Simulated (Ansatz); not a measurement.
WC (WC type, space group P-6m2)

```xyz
2
Lattice="2.9122 0.0000 0.0000 -1.4561 2.5220 0.0000 0.0000 0.0000 2.8362" Properties=species:S:1:pos:R:3 pbc="T T T"
W      0.0000     0.0000     0.0000
C      1.4561     0.8407     1.4181
```

In this cell atom 2 (C, nearest neighbour W at 2.200 Å; its periodic images, 2.8 Å or more away, move with it) is moved by s towards the nearest neighbour, unit vector (0.000, 0.764, -0.645); all other atoms and the cell stay fixed.

Computed with r2SCAN (plane waves to 500 eV, PAW, scalar-relativistic; Ansatz, an electronic-structure program). k mesh 15×15×13 (Γ-centred), Fermi-Dirac smearing 0.05 eV. Compression counts positive. Left out: 1 of 11 points, with atoms too close for the PAW data. With partly filled bands, energies and forces of such displacements shift with the k mesh and the smearing. F⊥ is the part of the force across the line. Spin-orbit coupling is left out, though W is heavy. WC is run without spin polarisation. WC was relaxed with its symmetry unable to fall. 

```
s (Å)   P (GPa)  |F⊥| (eV/Å)
------  -------  -----------
-0.440     33.1        1.151
-0.352     21.4            ?
-0.264     12.2        0.158
-0.176      5.5        0.030
-0.088        ?        0.070
0.000      -0.1        0.000
0.088         ?        0.125
0.176         ?        0.248
0.264      13.8            ?
0.352      25.5        0.301
```

Task: Fill in the missing entries.

Result: 
- -0.352, |F⊥| (eV/Å): 0.571
- -0.088, P (GPa): 1.4
- 0.088, P (GPa): 1.4
- 0.176, P (GPa): 5.9
- 0.264, |F⊥| (eV/Å): 0.325

(For displaced atoms, the force is minus the slope of the energy, and its curvature is a force constant, which sets phonon frequencies.)
